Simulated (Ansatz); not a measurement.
A generator proposed this cell of Sc2BSb3.

```
CELL_PARAMETERS angstrom
6.28933 0.00000 0.00000
-3.14467 5.44672 0.00000
0.00000 0.00000 4.85493
ATOMIC_POSITIONS crystal
Sc 0.33333 0.66667 0.15749
Sc 0.66667 0.33333 0.15749
B 0.00000 0.00000 0.14261
Sb 0.50000 0.00000 0.43872
Sb 0.00000 0.50000 0.43872
Sb 0.50000 0.50000 0.43872
```

All numbers below come from DFT PBE, scalar-relativistic, plane waves, PAW (Ansatz). Cutoff 420 eV; k points 3×3×4 on the computed 6-atom cell (Γ-centred); Gaussian smearing, width 0.10 eV; no spin polarisation.

The zero of energy is the elements' standard structures at the same level; no fitted shifts are applied.

Q: What does a single point on this coarse mesh give?

A: The pressure is 29.4 GPa (the mean over three directions, positive in compression), the largest force is 12.93 eV/Å, and the energy is +2.29 eV/atom against the elements. The shortest distance is 2.27 Å.

Q: How much does it gain on relaxing, and where does it end?

A: Relaxing gains about 1.9 eV/atom (the start's value is from the coarse mesh, so the gain is rough) in 17 ionic steps and ends at +0.34 eV/atom on the finer mesh. The symmetry goes from P6mm (No. 183) to P6/mmm (No. 191). The volume per atom shrinks by 5.7 %, from 27.7 to 26.1 Å³. The shortest distance goes from 2.27 Å (Sc–Sb) to 2.92 Å (Sc–Sb). Conventional cell: a = 6.304 Å, c = 4.557 Å. Sc has 6 Sb at 2.92 Å, 3 B at 3.64 Å and 3 Sc at 3.64 Å; B is surrounded by 6 Sc at 3.64 Å and 12 Sb at 3.89 Å (long contacts); Sb has 4 Sc at 2.92 Å, 4 Sb at 3.15 Å and 4 B at 3.89 Å.

The last run used a 6×6×8 mesh (in the run's order of axes) for its 6-atom cell and Gaussian smearing of 0.10 eV. These runs have no spin–orbit coupling, which can matter for Sb. The relaxation can't lower the symmetry of the start. Symmetry constrained the relaxation, so the result can be a saddle point. Another cell of Sc2BSb3 relaxed alike, in P-4m2, lies 0.53 eV/atom lower, so this cell isn't the stable form at this level.
